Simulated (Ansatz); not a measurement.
Ansatz input

```yaml
crystal:
  lattice:
    - [4.6049290045, 0.0, 0.0]
    - [-2.3024645023, 3.9879855005, 0.0]
    - [0.0, 0.0, 2.7336891822]
  atoms:
    - { symbol: Pd, position: [0.0, 1.0, 1.0] }
    - { symbol: Pd, position: [0.3333333333, 0.6666666667, 0.5] }
    - { symbol: Pd, position: [0.6666666667, 0.3333333333, 0.5] }
hamiltonian:
  xc: blyp
  pseudopotentials:
    kind: paw
    azcp:
      Pd: "pseudopotentials/Pd.paw.azcp"
basis:
  ecutwfc: 420
  fft_grid_basis: typed
kpoints:
  mp_grid: { grid: [11, 11, 15], shift: [0, 0, 0] }
magnetization:
  spin_polarized: false
scf:
  occupations: { method: fermi_dirac, width: 0.1 }
output:
  write_density: true
  write_potential: true
  elf: true
  volumetric_format: npy
```

Output

```
Engine: ansatz 0.2.0, aarch64-unknown-linux-gnu
Pseudopotentials: kind: paw
Pseudopotential: Pd, paw, valence charge 18, recommended cutoff 420 eV (normal) 
Functional definition: BLYP
  parameter beta = 0.0042
  parameter a = 0.04918
  parameter b = 0.132
  parameter c = 0.2533
  parameter d = 0.349
  exchange = b88_x(beta = beta)
  correlation = lyp_c(a = a, b = b, c = c, d = d)
Crystal: 3 atoms, lattice volume = 50.203 Å³
Basis set: ecut = 420 eV, 963 PW (Γ), exchange–correlation on 64×64×40 points (8 copies of the dense FFT grid, shifted against one another)
Bands: 33, of which v1, the nominal top of the filled ones, is band 27 counted from 1 (26 counted from 0)
Symmetry: 24 space group operations
Space group: P6/mmm (ITA 191), of the structure as read, at distance tolerance 3.7e-5 Å
k-points: 128 of 1815
Non-local potential: Pd, projectors of the file, l = 0: 2, l = 1: 2, l = 2: 2, l = 3: 1
PAW form: soft (Blöchl's): semilocal exchange-correlation on the pseudo side does not see the compensation charge
PAW frozen core: Pd, regenerated for the run's functional, and the local potential with it (the file was generated under x = pbe(κ = 0.804, μ = 0.2195149727645171), c = pbe(β = 0.06672455060314922))
PAW one-centre angular grid: Pd, 590 points (default); XC on 64 Gauss nodes
Initial density: superposition of atomic densities (neutral atoms: chi_scale 0, normalization atom), corrected by the library's trained network
Initial wavefunctions: pseudopotential atomic-orbital guess
Functional: x = b88, c = lyp
SCF iter   1: F=—  HF=-20962.643877 eV  |F-HF|=—  |Δ(HF+E_count)|=         —  Δρ=1.41e-2  dr2=1.20e-1  ethr=1.77e-3  ⟨swp⟩=5.3  Hψ=16229  notcnv=0  defer=33
SCF iter   2: F=—  HF=-20962.628208 eV  |F-HF|=—  |Δ(HF+E_count)|=   1.57e-2  Δρ=6.41e-3  dr2=2.68e-2  ethr=2.22e-4  ⟨swp⟩=1.0  Hψ=5248  notcnv=0  defer=36
SCF iter   3: F=—  HF=-20962.625296 eV  |F-HF|=—  |Δ(HF+E_count)|=   2.91e-3  Δρ=1.63e-3  dr2=1.55e-3  ethr=4.96e-5  ⟨swp⟩=1.6  Hψ=5027  notcnv=0  defer=36
SCF iter   4: F=—  HF=-20962.625373 eV  |F-HF|=—  |Δ(HF+E_count)|=   7.69e-5  Δρ=3.12e-4  dr2=4.47e-5  ethr=2.88e-6  ⟨swp⟩=2.4  Hψ=5865  notcnv=0  defer=36
SCF iter   5: F=—  HF=-20962.625414 eV  |F-HF|=—  |Δ(HF+E_count)|=   4.03e-5  Δρ=8.35e-5  dr2=3.61e-6  ethr=8.27e-8  ⟨swp⟩=2.0  Hψ=5538  notcnv=0  defer=36
SCF iter   6: F=—  HF=-20962.625415 eV  |F-HF|=—  |Δ(HF+E_count)|=   1.64e-6  Δρ=2.62e-5  dr2=3.93e-7  ethr=6.69e-9  ⟨swp⟩=2.0  Hψ=5696  notcnv=0  defer=36
SCF iter   7: F=-20962.625415 eV  HF=-20962.625415 eV  |F-HF|=1.68e-9  |Δ(HF+E_count)|=   1.20e-7  Δρ=7.24e-6  dr2=2.33e-8  ethr=1.85e-10  ⟨swp⟩=4.5  Hψ=10332  notcnv=0
SCF 1 converged in 7 iterations: F = -20962.625415 eV  dr2 = 2.33e-8
SCF converged after 7 iterations
Free energy (F): -20962.625415 eV
Harris-Foulkes:  -20962.625415 eV  (|F-HF|=1.68e-9)
Internal energy: -20962.433551 eV  (E = F + TS)
E sigma→0 (E₀):  -20962.529483 eV
Entropy (-TS):   -0.191864 eV (-63.955 meV/atom)
Fermi energy:    17.160404 eV
--- Per-component energies (eV) ---
  E_band       = -529.533547
  E_kinetic    = 1539.599762
  E_local      = -5805.959232  (includes V_loc(G=0)·N_el)
  E_nonlocal   = 648.687441
  E_hartree    = 2345.691827
  E_xc         = -495.824005
  E_vxc        = -620.741276  (∫ρ·V_xc dr)
  E_paw        = -11304.547750  (= ΣΔE_a)
  E_vpaw       = -982.509370  (= ΣTr[D̂ρ^β])
  E_aug_tail   = 0.000599  (compensation charges beyond the density's cutoff)
  E_ewald      = -7890.342676
  E_core_change = 0.260483  (= ΣΔE_core)
  E_smearing   = -0.191864  (= −TS)
  E_closure    = -0.000000  (closes the sum)
  Σ components = -20962.625415   (vs F -20962.625415, Δ=0.00e0)
--- Band table (eV; the first three rows and the last of 128) ---
  k-point 0: bands = ["-66.6472", "-66.6033", "-66.3887", "-32.4546", "-32.4546", "-32.2643", "-32.2643", "-32.2447", "-32.2015", "-32.0607", "-32.0541", "-32.0541", "11.0463", "12.8408", "14.0609", "14.4207", "14.4869", "14.4869", "14.5511", "14.5511", "15.1987", "15.1987", "15.8067", "15.8067", "15.9332", "15.9332", "17.2255", "17.2255", "24.2540", "24.2540", "24.2995", "24.2995", "24.4777"]
  k-point 1: bands = ["-66.6463", "-66.6025", "-66.3878", "-32.4536", "-32.4536", "-32.2627", "-32.2627", "-32.2549", "-32.2114", "-32.0710", "-32.0540", "-32.0540", "11.1525", "12.9343", "14.1884", "14.4326", "14.4326", "14.4953", "14.4953", "14.5130", "15.1180", "15.1180", "15.9037", "15.9037", "15.9175", "15.9175", "17.1837", "17.1837", "24.3868", "24.3868", "24.4021", "24.4021", "24.5043"]
  k-point 2: bands = ["-66.6438", "-66.6001", "-66.3855", "-32.4507", "-32.4507", "-32.2834", "-32.2580", "-32.2580", "-32.2391", "-32.1001", "-32.0536", "-32.0536", "11.4581", "13.2019", "14.2483", "14.2483", "14.3412", "14.3412", "14.5599", "14.7921", "15.0173", "15.0173", "15.8616", "15.8616", "16.0875", "16.0875", "17.0854", "17.0854", "24.5910", "24.6911", "24.6911", "24.7630", "24.7630"]
  k-point 127: bands = ["-66.6076", "-66.6032", "-66.3694", "-32.4696", "-32.4558", "-32.4490", "-32.3436", "-32.3148", "-32.2745", "-32.2025", "-32.0498", "-32.0481", "12.7996", "13.6260", "13.7176", "13.9825", "14.0263", "14.1762", "14.5924", "14.9560", "15.4574", "15.5427", "15.8964", "17.1321", "17.1614", "17.4302", "17.4474", "20.0381", "21.2980", "22.2051", "23.9786", "24.2942", "24.8564"]
```
